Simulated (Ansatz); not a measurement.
The relaxed structure here is a generated cell of Hf2Ge: the first start was made by a random draw of sites in a space group, and the end was not matched to a known phase here, so it may be hypothetical.

The start is a randomly generated symmetric cell of Hf2Ge (space group No. 65). A full variable-cell relaxation at zero pressure is run with r2SCAN (plane waves to 500 eV, PAW, scalar-relativistic; Ansatz, an electronic-structure program). First-step values are on the input's coarse k-mesh.

Ansatz input (later rounds restart from its end on a renewed k-mesh):
Ansatz 0.2 input:
```yaml
crystal:
  lattice:
    - [2.1181843, -3.1853549, 0]
    - [2.1181843, 3.1853549, 0]
    - [0, 0, 4.9734746]
  atoms:
    - { symbol: Ge, position: [0, 0, 0] }
    - { symbol: Hf, position: [0.5, 0.5, 0] }
    - { symbol: Hf, position: [0, 0, 0.5] }
basis: { ecutwfc: 500, ecutrho_ratio: 4, xc_grid: 4, fft_grid_basis: typed }
kpoints: { mp_grid: { grid: [7, 7, 5] } }
hamiltonian:
  xc: r2scan
  dispersion: none
  pseudopotentials: { kind: paw }
scf: { occupations: { method: fermi_dirac, width: 0.05 } }
relax: { f_tol: 0.01, max_steps: 100, cell: { stress_tol: 0.02 } }
output: { forces: true, stress: true }
```

Question: Does the structure survive the relaxation? Give the final space group.

Answer: The space group goes from Cmmm (No. 65) to P4/mmm (No. 123), with 3 atoms in the primitive cell.

Question: How much energy is released per atom?

Answer: About 1.6 eV/atom.

Question: How does the volume change?

Answer: +2.5 %, from 22.37 to 22.93 Å³/atom.

Question: How do the shortest distances between atoms change?

Answer: The closest pairs of elements (up to four, under 3.6 Å), start → end: Ge–Hf 2.12 → 2.56 Å; Hf–Hf 3.27 → 3.64 Å.

Question: Give the final cell and atomic positions.

Answer: 
```cif
data_GeHf2
_chemical_formula_sum 'Ge1 Hf2'
_space_group_name_H-M_alt 'P4/mmm'
_space_group_IT_number 123
_space_group_name_Hall '-P 4 2'
_cell_length_a 3.66863
_cell_length_b 3.66863
_cell_length_c 5.11021
_cell_angle_alpha 90.000
_cell_angle_beta 90.000
_cell_angle_gamma 90.000
loop_
_atom_site_label
_atom_site_type_symbol
_atom_site_symmetry_multiplicity
_atom_site_Wyckoff_symbol
_atom_site_fract_x
_atom_site_fract_y
_atom_site_fract_z
_atom_site_occupancy
Ge1 Ge 1 a 0.00000 0.00000 0.00000 1
Hf1 Hf 1 c 0.50000 0.50000 0.00000 1
Hf2 Hf 1 b 0.00000 0.00000 0.50000 1
```

Final values are on a 13×13×9 k-mesh of the relaxed cell. The start holds a very short contact (Ge–Hf 2.12 Å). No spin polarisation in the result.

The run could not lose the symmetry of its start: the end is stationary, and may be a saddle point rather than a minimum.

All atoms sit on sites fixed by symmetry, so only the cell could relax.
